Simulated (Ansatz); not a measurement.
ScAg (CsCl type, Pm-3m) at seven volumes, PBEsol in the plane-wave PAW code Ansatz, scaled uniformly. One row is withheld.

```json
[
 {"V (Å³/atom)": "17.600", "P (GPa)": "10.79"},
 {"V (Å³/atom)": "18.180", "P (GPa)": "6.59"},
 {"V (Å³/atom)": "18.761", "P (GPa)": "3.02"},
 {"V (Å³/atom)": "19.341", "P (GPa)": "0.00"},
 {"V (Å³/atom)": "19.921", "P (GPa)": "?"},
 {"V (Å³/atom)": "20.501", "P (GPa)": "-4.72"},
 {"V (Å³/atom)": "21.082", "P (GPa)": "-6.55"}
]
```

**Question.** Fit the shown pressures and predict the withheld one.

**Answer.** Third-order Birch–Murnaghan: P = (3/2)B₀(x^(7/2) − x^(5/2))[1 + (3/4)(B′ − 4)(x − 1)] with x = (V₀/V)^(2/3). Least squares on the six rows gives V₀ = 19.342 Å³/atom, B₀ = 92.37 GPa, B′ = 4.51. At V = 19.921, x = 0.9805 and P = -2.55 GPa. The run itself gave -2.56 GPa.

The cell is a constructed one: a structure type filled with these elements; the Crystallography Open Database files this formula in space group No. 221, but the cells were not matched. Its standing as an ambient phase is unchecked. Symmetry was held in the PBEsol relaxation; its stability against distortions is not shown here. No spin polarisation was allowed.

Potentials: the earlier of the program's two PAW sets. The files were generated under PBE; for other functionals the program regenerates the frozen cores, and for LDA and PBEsol the local potential too.
